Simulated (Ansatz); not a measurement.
A plane-wave DFT run in Ansatz 0.2.0 (scalar-relativistic PAW potentials unless the input names others): input and command.

```yaml
crystal:
  lattice:
    - [0.0, 1.649645, 1.7834]
    - [1.649645, 0.0, 1.7834]
    - [1.649645, 1.649645, 0.0]
  atoms:
    - { symbol: C, position: [0.5, 0.5, 0.5] }
    - { symbol: C, position: [0.75, 0.75, 0.75] }
basis:
  ecutwfc: 420
  xc_grid: 3
kpoints:
  mp_grid: { grid: [12, 12, 12] }
hamiltonian:
  xc: lda
scf:
  occupations: { method: gaussian, width: 0.05 }
  mixing: { algorithm: anderson, beta: 0.05 }
output:
  forces: true
  eigenvalues: true
  stress: true
```

```bash
ansatz run input.yaml --threads 1 --pin off --max-ram 2560MiB --backend cpu --events-out ev --progress --plain --runs-dir out
```

Abridged log:
```
Basis set: ecut = 420 eV, 177 PW (Γ), exchange–correlation on 54×54×48 points (27 copies of the dense FFT grid, shifted against one another)
Bands: 8, of which v1, the nominal top of the filled ones, is band 4 counted from 1 (3 counted from 0)
Symmetry: 16 space group operations
k-points: 163 of 1728
SCF iter   1: F=—  HF=-485.572740 eV  |F-HF|=—  |Δ(HF+E_count)|=         —  Δρ=1.10e-2  dr2=5.96e-3  ethr=1.77e-3  ⟨swp⟩=4.6  Hψ=8451  notcnv=0
SCF iter   2: F=—  HF=-485.572465 eV  |F-HF|=—  |Δ(HF+E_count)|=   2.74e-4  Δρ=1.02e-2  dr2=5.11e-3  ethr=7.45e-5  ⟨swp⟩=1.0  Hψ=2608  notcnv=0  κ⁻¹=1.0e0(r=1)
SCF iter   3: F=—  HF=-485.570676 eV  |F-HF|=—  |Δ(HF+E_count)|=   1.79e-3  Δρ=2.70e-3  dr2=2.39e-4  ethr=6.38e-5  ⟨swp⟩=2.1  Hψ=1940  notcnv=0  κ⁻¹=5.9e-6(r=2)
SCF iter   4: F=—  HF=-485.570786 eV  |F-HF|=—  |Δ(HF+E_count)|=   1.10e-4  Δρ=2.35e-3  dr2=3.77e-4  ethr=2.99e-6  ⟨swp⟩=2.0  Hψ=1956  notcnv=0  κ⁻¹=1.1e-6(r=3)
SCF iter   5: F=—  HF=-485.570610 eV  |F-HF|=—  |Δ(HF+E_count)|=   1.76e-4  Δρ=5.17e-5  dr2=5.48e-8  ethr=2.99e-6  ⟨swp⟩=2.0  Hψ=1950  notcnv=0  κ⁻¹=3.6e-9(r=4)
SCF iter   6: F=—  HF=-485.570611 eV  |F-HF|=—  |Δ(HF+E_count)|=   8.27e-7  Δρ=6.61e-5  dr2=1.85e-7  ethr=6.85e-10  ⟨swp⟩=5.4  Hψ=6568  notcnv=0  κ⁻¹=1.1e-9(r=5)
SCF iter   7: F=-485.570611 eV  HF=-485.570611 eV  |F-HF|=2.27e-8  |Δ(HF+E_count)|=   3.44e-8  Δρ=2.28e-5  dr2=3.54e-8  ethr=6.85e-10  ⟨swp⟩=2.0  Hψ=4566  notcnv=0
SCF 1 converged in 7 iterations: F = -485.570611 eV  dr2 = 3.54e-8
SCF converged after 7 iterations
Stability not checked: this state was not tested for a lower state beside it, because the mixer in use, unlike msr1, does not test its closes by its own steps (another_mixer; see scf.mixing.algorithm and scf.lower_state_search)
Free energy (F): -485.570611 eV
Harris-Foulkes:  -485.570611 eV  (|F-HF|=2.27e-8)
Internal energy: -485.570611 eV  (E = F + TS)
E sigma→0 (E₀):  -485.570611 eV
Fermi energy:    18.249797 eV
--- Forces (eV/Å), atoms counted from 1 ---
  atom   1  C      0.00000000     0.00000000     0.00000000
  atom   2  C      0.00000000     0.00000000     0.00000000
--- Stress (GPa, compression-positive) ---
      104.524026       0.000000       0.000000
        0.000000     104.524026       0.000000
        0.000000       0.000000      13.058166
  P = ⅓ Tr σ = 74.0354 GPa (740.354 kbar)
```

Apart from outputs and empty bands, the input differs from a reference run on usual settings in scf.mixing.algorithm: not typed → "anderson"; scf.mixing.beta: not typed → 0.05; basis.xc_grid: not typed → 3. The reference, at the same geometry (not necessarily relaxed), gave pressure 74.03 GPa, largest force 0.000 eV/Å, gap on the mesh 3.45 eV. This run converged in 7 SCF iterations (reference: 6) with an energy at zero smearing within 0.01 meV/atom of the reference's, pressure 74.04 GPa, largest force 0.000 eV/Å, gap on the mesh 3.45 eV.

The run took 1.3 s on 1 thread of Intel(R) Xeon(R) Processor @ 2.70GHz, on a shared host, peak memory 0.28 GiB.